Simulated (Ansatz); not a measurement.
**MoN2 (P4/mbm), an elastic constant from a strain scan**

These are results of Ansatz 0.2.0, DFT PBE, scalar-relativistic, plane waves, PAW, not measurements. Settings: plane waves to 420 eV, k-mesh 12×12×18 (Γ-centred), Gaussian smearing 0.15 eV. No spin polarisation. Energies are free energies at this smearing, counted from the undisturbed cell; pressure is positive in compression.

Zero of the scan (relaxed at this level; with this scan's settings it stands at 0.1 GPa; it needn't be the usual structure):

```
Mo N
1.0
     4.33306    0.00000    0.00000
     0.00000    4.33306    0.00000
     0.00000    0.00000    2.75189
Mo N
2 4
Direct
  0.50000 0.50000 0.00000
  0.00000 0.00000 0.00000
  0.88790 0.38790 0.50000
  0.11210 0.61210 0.50000
  0.38790 0.11210 0.50000
  0.61210 0.88790 0.50000
```

The cell is strained by ε times the Voigt pattern (0, 0, 0, 0, 0, 1) (xx, yy, zz, yz, xz, xy; engineering shear) with fractional coordinates fixed. The cell holds 6 atoms in V0 = 51.67 Å³. The stress column is τ = (1/V0) dE/dε, got from the stress tensor σ (compression positive) at each point as −det(1 + εP) σ : P(1 + εP)⁻¹, with P the pattern as a tensor.

```csv
ε,ΔE (meV/atom),τ (GPa)
-0.0175,2.284,-4.877
-0.0150,1.678,-4.178
-0.0125,1.165,-3.479
-0.0100,0.742,-2.781
-0.0075,0.414,-2.084
-0.0050,0.184,-1.388
-0.0025,0.046,-0.694
0.0000,0.000,0.000
0.0025,0.046,0.694
0.0050,0.184,1.388
0.0075,0.414,2.084
0.0100,0.742,2.781
0.0125,1.165,3.479
0.0150,1.678,4.178
0.0175,2.284,4.877
0.0200,?,?
```

Problem. Which combination of elastic constants does this scan measure, and how large is it?

Solution. For small ε, τ = τ0 + Kε with K = pᵀCp, which for this pattern is C66 in the Cartesian frame shown. The parabola through τ at ε = -0.0025, 0 and 0.0025 has slope K = 278 GPa at zero. The energies per cell, E = NΔE, of the wider pair ε = ±0.0175 give K = 2[E(ε₊)/ε₊ − E(ε₋)/ε₋]/[(ε₊ − ε₋)V0] = 278 GPa, in agreement. These are clamped-ion values.

Problem. Predict the withheld row at ε = 0.0200 from the harmonic law, and compare.

Solution. ΔE = V0(τ0 ε + Kε²/2)/N = 2.984 meV/atom and τ = 5.55 GPa. The calculation gives 2.987 meV/atom and 5.58 GPa, a miss of 0.01 meV/atom at most, so the harmonic law still holds here.

Forces appear on the atoms along this scan, and letting them relax would lower the energy and soften the response. In a metal these slopes depend on the k mesh and the smearing.

Cost: 9 runs of about 2.3 core-minutes in all, on Intel Xeon 6975P-C (Granite Rapids) (shared hosts).